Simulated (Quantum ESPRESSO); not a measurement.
# Si3HfO7N: input and log of a self-consistent run

Simulated, not a measurement. The program is pw.x of Quantum ESPRESSO 7.5 (plane-wave density functional theory). The cell is made up: 12 atoms on a fluorite lattice, with randomly drawn elements, strain and displacements, not relaxed. PseudoDojo standard norm-conserving files (v0.5 for PBE, v0.4.1 for LDA and PBEsol) set the functional; there is no spin polarisation, spin-orbit coupling or dispersion term, and the masses in the input are unused placeholders. A spin-polarised start on this cell or one of its family kept no moment above 0.05 Bohr magneton at the same smearing; a narrower smearing was not tried.

The hafnium pseudopotential is less sure than the others, with forces about 3 percent (worst 6) and pressure in oxides about 1.5 GPa (worst 2.7) from a second method in checks, which no rerun with the same files tests.

Input:

```
&control calculation='scf', pseudo_dir='./dojo.nc.sr.pbe.v0_5.standard.upf', outdir='./o', disk_io='medium', tprnfor=.true., tstress=.true. /
&system ibrav=0, nat=12, ntyp=4, nbnd=46, ecutwfc=84.00895049, nosym=.true., tot_charge=0,
 occupations='smearing', smearing='fd', degauss=0.0073498644
/
&electrons conv_thr=7.350e-09, electron_maxstep=60, /
ATOMIC_SPECIES
Hf 1.0 Hf.upf
N 1.0 N.upf
O 1.0 O.upf
Si 1.0 Si.upf
CELL_PARAMETERS angstrom
4.6257 -0.0472 -0.0176
-0.0472 4.7421 -0.0464
-0.0176 -0.0464 4.6655
ATOMIC_POSITIONS angstrom
Si 0.0539 0.0684 -0.0331
Si -0.0774 2.2838 2.3162
Si 2.2984 -0.1096 2.32
Hf 2.2447 2.2996 -0.0268
O 1.1074 1.141 1.0894
N 1.1545 1.1315 3.4752
O 1.1217 3.5904 1.1048
O 1.1345 3.5093 3.4653
O 3.4154 1.1478 1.1544
O 3.3733 1.097 3.5234
O 3.4032 3.4787 1.1693
O 3.3997 3.4798 3.4636
K_POINTS automatic
7 7 7 1 1 1
```

The log is shortened where brackets say so; the opening notice, blank lines, dates and the lines on written files are dropped, and the path of the files is cut. It prints rydbergs, bohrs and kilobars, and counts compression as positive stress.

```
     Program PWSCF v.7.5
     Parallel version (MPI & OpenMP), running on       1 processor cores
     Number of MPI processes:                 1
     Threads/MPI process:                     1
     [start-up lines left out]
     bravais-lattice index     =            0
     lattice parameter (alat)  =       8.7418  a.u.
     unit-cell volume          =     690.4783 (a.u.)^3
     number of atoms/cell      =           12
     number of atomic types    =            4
     number of electrons       =        71.00
     number of Kohn-Sham states=           46
     kinetic-energy cutoff     =      84.0090  Ry
     charge density cutoff     =     336.0358  Ry
     scf convergence threshold =      7.3E-09
     mixing beta               =       0.7000
     number of iterations used =            8  plain     mixing
     Exchange-correlation= PBE
                           (   1   4   3   4   0   0   0)
     [axes and pseudopotential details left out]
   Cartesian axes
     site n.     atom                  positions (alat units)
         1        Si     tau(   1) = (   0.0116516   0.0147861  -0.0071552  )
         2        Si     tau(   2) = (  -0.0167316   0.4936906   0.5006945  )
         3        Si     tau(   3) = (   0.4968467  -0.0236923   0.5015160  )
         4        Hf     tau(   4) = (   0.4852383   0.4971061  -0.0057934  )
         5        O      tau(   5) = (   0.2393874   0.2466507   0.2354963  )
         6        N      tau(   6) = (   0.2495690   0.2445971   0.7512363  )
         7        O      tau(   7) = (   0.2424787   0.7761392   0.2388254  )
         8        O      tau(   8) = (   0.2452456   0.7586078   0.7490963  )
         9        O      tau(   9) = (   0.7383093   0.2481207   0.2495474  )
        10        O      tau(  10) = (   0.7292085   0.2371392   0.7616558  )
        11        O      tau(  11) = (   0.7356721   0.7519929   0.2527684  )
        12        O      tau(  12) = (   0.7349155   0.7522307   0.7487288  )
     number of k points=   172  Fermi-Dirac smearing, width (Ry)=  0.0073
     Number of k-points >= 100: set verbosity='high' to print them.
     Dense  grid:    71799 G-vectors     FFT dimensions: (  54,  54,  54)
     Estimated max dynamical RAM per process >     118.74 MB
     Initial potential from superposition of free atoms
     starting charge      70.9963, renormalised to      71.0000
     Starting wfcs are   54 randomized atomic wfcs
     total cpu time spent up to now is       47.1 secs
     per-process dynamical memory:    72.3 Mb
     Self-consistent Calculation
     iteration #  1     ecut=    84.01 Ry     beta= 0.70
     Davidson diagonalization with overlap
     ethr =  1.00E-02,  avg # of iterations =  3.1
     total cpu time spent up to now is      160.3 secs
     total energy              =    -389.31830520 Ry
     estimated scf accuracy    <       2.90022886 Ry
     iteration #  2     ecut=    84.01 Ry     beta= 0.70
     Davidson diagonalization with overlap
     ethr =  4.08E-03,  avg # of iterations =  2.0
     total cpu time spent up to now is      283.6 secs
     total energy              =    -390.07738162 Ry
     estimated scf accuracy    <       2.32688930 Ry
     iteration #  3     ecut=    84.01 Ry     beta= 0.70
     Davidson diagonalization with overlap
     ethr =  3.28E-03,  avg # of iterations =  2.0
     total cpu time spent up to now is      396.3 secs
     total energy              =    -390.50667665 Ry
     estimated scf accuracy    <       0.17553275 Ry
     iteration #  4     ecut=    84.01 Ry     beta= 0.70
     Davidson diagonalization with overlap
     ethr =  2.47E-04,  avg # of iterations =  3.5
     total cpu time spent up to now is      508.7 secs
     total energy              =    -390.53977534 Ry
     estimated scf accuracy    <       0.02115248 Ry
     iteration #  5     ecut=    84.01 Ry     beta= 0.70
     Davidson diagonalization with overlap
     c_bands:  1 eigenvalues not converged
     ethr =  2.98E-05,  avg # of iterations =  6.8
     total cpu time spent up to now is      609.1 secs
     total energy              =    -390.54134368 Ry
     estimated scf accuracy    <       0.03734067 Ry
     [iterations 6 to 9 left out]
     iteration # 10     ecut=    84.01 Ry     beta= 0.70
     Davidson diagonalization with overlap
     ethr =  2.48E-08,  avg # of iterations =  2.0
     total cpu time spent up to now is     1028.5 secs
     total energy              =    -390.54605682 Ry
     estimated scf accuracy    <       0.00000458 Ry
     iteration # 11     ecut=    84.01 Ry     beta= 0.70
     Davidson diagonalization with overlap
     ethr =  6.45E-09,  avg # of iterations =  2.0
     total cpu time spent up to now is     1134.9 secs
     total energy              =    -390.54605754 Ry
     estimated scf accuracy    <       0.00000067 Ry
     iteration # 12     ecut=    84.01 Ry     beta= 0.70
     Davidson diagonalization with overlap
     ethr =  9.39E-10,  avg # of iterations =  2.0
     total cpu time spent up to now is     1251.4 secs
     total energy              =    -390.54605770 Ry
     estimated scf accuracy    <       0.00000008 Ry
     iteration # 13     ecut=    84.01 Ry     beta= 0.70
     Davidson diagonalization with overlap
     ethr =  1.06E-10,  avg # of iterations =  2.4
     total cpu time spent up to now is     1361.3 secs
     total energy              =    -390.54605772 Ry
     estimated scf accuracy    <       0.00000002 Ry
     iteration # 14     ecut=    84.01 Ry     beta= 0.70
     Davidson diagonalization with overlap
     ethr =  3.30E-11,  avg # of iterations =  2.0
     total cpu time spent up to now is     1474.8 secs
     End of self-consistent calculation
     Number of k-points >= 100: set verbosity='high' to print the bands.
     the Fermi energy is    12.1358 ev
!    total energy              =    -390.54605772 Ry
     estimated scf accuracy    <          6.7E-09 Ry
     smearing contrib. (-TS)   =      -0.00761407 Ry
     internal energy E=F+TS    =    -390.53844365 Ry
     The total energy is F=E-TS. E is the sum of the following terms:
     one-electron contribution =     -51.91023030 Ry
     hartree contribution      =      79.50750806 Ry
     xc contribution           =    -103.81171426 Ry
     ewald contribution        =    -314.32400715 Ry
     convergence has been achieved in  14 iterations
     Forces acting on atoms (cartesian axes, Ry/au):
     atom    1 type  4   force =     0.00176732   -0.03251841   -0.00339853
     atom    2 type  4   force =    -0.00708620    0.02383153    0.00263210
     atom    3 type  4   force =    -0.00175525   -0.02641587    0.00857520
     atom    4 type  1   force =     0.04714511    0.12475422    0.05330673
     atom    5 type  3   force =    -0.11451241   -0.05422812    0.07910607
     atom    6 type  2   force =    -0.17401840   -0.13257839   -0.17860417
     atom    7 type  3   force =    -0.06685496    0.07002003    0.07415720
     atom    8 type  3   force =    -0.08455872    0.05856894   -0.08441604
     atom    9 type  3   force =     0.09071240   -0.08523703    0.11213655
     atom   10 type  3   force =     0.12235822   -0.09711780   -0.10323470
     atom   11 type  3   force =     0.08382711    0.07798232    0.08846946
     atom   12 type  3   force =     0.10297576    0.07293859   -0.04872987
     Total force =     0.510011     Total SCF correction =     0.000141
     Computing stress (Cartesian axis) and pressure
          total   stress  (Ry/bohr**3)                   (kbar)     P=      232.60
   0.00182242   0.00020188   0.00005601          268.09       29.70        8.24
   0.00020188   0.00115357   0.00009252           29.70      169.70       13.61
   0.00005601   0.00009252   0.00176763            8.24       13.61      260.03
     init_run     :     44.28s CPU     46.94s WALL (       1 calls)
     electrons    :   1400.90s CPU   1427.72s WALL (       1 calls)
     forces       :     25.02s CPU     25.33s WALL (       1 calls)
     stress       :    103.60s CPU    103.96s WALL (       1 calls)
     [timing details left out]
     PWSCF        :  26m14.43s CPU  26m45.62s WALL
     JOB DONE.
```

In other units: free energy -5313.650 eV for the cell, pressure 23.26 GPa, largest force component 4.592 eV/Å. A rerun of this cell at a cutoff of 1437 eV and k mesh 9 x 9 x 9 moved values by no more than 0.005 eV in energy, 0.28 GPa in stress and 0.015 eV/Å in force.